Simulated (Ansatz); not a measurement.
BaN2 in space group C2/c (No. 15; Ba on 4e, N on 8f) at seven volumes, the program Ansatz at the PBEsol level (PAW), shape and atoms relaxed at each. One row is withheld.

```json
[
 {"V (Å³/atom)": "16.155", "P (GPa)": "6.96"},
 {"V (Å³/atom)": "16.688", "P (GPa)": "4.21"},
 {"V (Å³/atom)": "17.220", "P (GPa)": "1.91"},
 {"V (Å³/atom)": "17.753", "P (GPa)": "0.00"},
 {"V (Å³/atom)": "18.285", "P (GPa)": "-1.58"},
 {"V (Å³/atom)": "18.818", "P (GPa)": "?"},
 {"V (Å³/atom)": "19.351", "P (GPa)": "-3.93"}
]
```

Question: Fit the shown pressures and predict the withheld one.

Answer: Third-order Birch–Murnaghan: P = (3/2)B₀(x^(7/2) − x^(5/2))[1 + (3/4)(B′ − 4)(x − 1)] with x = (V₀/V)^(2/3). Least squares on the six rows gives V₀ = 17.754 Å³/atom, B₀ = 57.46 GPa, B′ = 5.31. At V = 18.818, x = 0.9619 and P = -2.87 GPa. The run itself gave -2.86 GPa.

The workflow started from a Materials Project entry (that database holds measured and hypothetical structures alike); the Crystallography Open Database copy checked does not list it. Its standing as an ambient phase is unchecked. Symmetry was held in the PBEsol relaxation; its stability against distortions is not shown here. Scalar-relativistic: spin–orbit coupling is off unless named, which matters more the heavier the elements.

Potentials: the later of the program's two PAW sets.
